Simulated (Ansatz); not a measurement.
Be5Pt:
```xyz
6
Lattice="0.0000 2.9415 2.9415 2.9415 0.0000 2.9415 2.9415 2.9415 0.0000" Properties=species:S:1:pos:R:3 pbc="T T T"
Be     4.4122     4.4122     4.4122
Be     2.2089     3.6741     3.6741
Be     2.2089     2.2089     2.2089
Be     3.6741     3.6741     2.2089
Be     3.6741     2.2089     3.6741
Pt     0.0000     0.0000     0.0000
```

This is the LDA-relaxed structure.

### Question
All from plane-wave PAW LDA (Ansatz code), unless another level is named. Predict the smallest direct gap on the standard path.

### Answer
0.80 eV.

### Question
What about the band gap?

### Answer
0.17 eV (indirect).

### Question
And the formation energy from the elements (no fitted shifts)?

### Answer
-0.49 eV/atom.

### Question
Predict the electron effective mass.

### Answer
0.10, 0.10, 4.8 mₑ (principal values).

### Question
What about the conduction-band minimum?

### Answer
at W (6 equivalent valleys).

Space group F-43m. The first step of the workflow began from a Materials Project structure, measured or hypothetical; the Crystallography Open Database copy checked does not list it. With Be and Pt taken as one species the cell has the higher symmetry Fd-3m, so it may be an ordered model of a mixed-site phase. Whether it is the stable phase at ambient conditions was not checked. The cell was relaxed with LDA under the symmetry of its start; its stability against distortions is not shown here. The run is not spin-polarised. The references are the lowest solids computed at this level, not always the standard phases. Scalar-relativistic: spin–orbit coupling is off unless named, which matters more the heavier the elements.

Potentials: the later of the program's two PAW sets.
